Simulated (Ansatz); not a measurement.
ScAl3 (Cu3Au type)

```xyz
8
Lattice="8.2110 0.0000 0.0000 4.1055 4.1055 0.0000 4.1055 0.0000 4.1055" Properties=species:S:1:pos:R:3 pbc="T T T"
Al     8.2110     2.0528     2.0528
Al    12.3165     2.0528     2.0528
Al    10.2638     2.0528     0.0000
Al     6.1583     2.0528     0.0000
Al    10.2638     0.0000     2.0528
Al     6.1583     0.0000     2.0528
Sc     0.0000     0.0000     0.0000
Sc     4.1055     0.0000     0.0000
```

The atoms are displaced by Q × the pattern below (from a DFPT mode at R = (0.5, 0.5, 0.5), largest move 1; Q in Å), at fixed cell. It is one choice among 2 degenerate patterns. (q is in reciprocal vectors of the primitive cell; the cell shown is doubled to hold the pattern.)

```
atom       x       y       z
----  ------  ------  ------
Al1   -0.354   0.000   0.000
Al2    0.354   0.000   0.000
Al3    0.000   0.000   1.000
Al4    0.000   0.000  -1.000
Al5    0.000  -0.646   0.000
Al6    0.000   0.646   0.000
```

Atoms not listed stay in place.

These are PBE (plane waves to 420 eV, PAW, scalar-relativistic; Ansatz, a quantum-chemistry and plane-wave program) values and carry that method's errors. k mesh 11×11×11 (Γ-centred), Fermi-Dirac smearing 0.05 eV. The energy includes the smearing's −TS. With partly filled bands, energies and forces of such displacements shift with the k mesh and the smearing. ScAl3 is run without spin polarisation. ScAl3 was relaxed with its symmetry unable to fall. The zero of ΔE is the undisplaced structure.

### Question
What ΔE (eV/cell) and −dE/dQ from forces (eV/Å) does the calculation give at Q (Å) = -0.083, -0.033, -0.017, 0.033, 0.083?

### Answer
```
Q (Å)   ΔE (eV/cell)  −dE/dQ from forces (eV/Å)
------  ------------  -------------------------
-0.083        0.0218                      0.525
-0.033        0.0035                      0.209
-0.017        0.0009                      0.105
0.033         0.0035                     -0.209
0.083         0.0218                     -0.525
```

(A displaced cell: forces are minus the slopes of the energy, force constants its curvatures, and phonons follow from these.)
